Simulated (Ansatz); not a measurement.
GaN:
```cif
data_Ga2N2
_chemical_formula_sum 'Ga2 N2'
_space_group_name_H-M_alt 'P63mc'
_space_group_IT_number 186
_space_group_name_Hall 'P 6c -2c'
_cell_length_a 3.18312
_cell_length_b 3.18312
_cell_length_c 5.18369
_cell_angle_alpha 90.000
_cell_angle_beta 90.000
_cell_angle_gamma 120.000
loop_
_atom_site_label
_atom_site_type_symbol
_atom_site_symmetry_multiplicity
_atom_site_Wyckoff_symbol
_atom_site_fract_x
_atom_site_fract_y
_atom_site_fract_z
_atom_site_occupancy
Ga1 Ga 2 b 0.66667 0.33333 0.00099 1
N1 N 2 b 0.33333 0.66667 0.12421 1
```

Relaxed with r²SCAN.

### Question
Tabulate the valence density and the electron localisation function along the shortest Ga–N contact (1.95 Å), DFT-r²SCAN in the program Ansatz with PAW potentials.

### Answer


```csv
distance from Ga (Å),density (e/Å³),ELF
0.19,34.57,0.02
0.29,20.70,0.01
0.39,10.47,0.03
0.49,4.80,0.06
0.58,2.22,0.11
0.68,1.21,0.17
0.78,0.84,0.24
0.88,0.73,0.32
0.97,0.75,0.48
1.07,0.86,0.68
1.17,1.08,0.81
1.26,1.41,0.85
1.36,1.88,0.84
1.46,2.48,0.78
1.56,3.08,0.64
1.65,3.46,0.40
1.75,3.57,0.17
```

The density is the valence pseudo-density with augmentation charge, so density and ELF within about 1 Å of a nucleus are not all-electron values.

Space group P6_3mc (wurtzite). The r²SCAN relaxation kept the symmetry of its start; phonons on a q-mesh show no instability.

Potentials: the later of the program's two PAW sets.
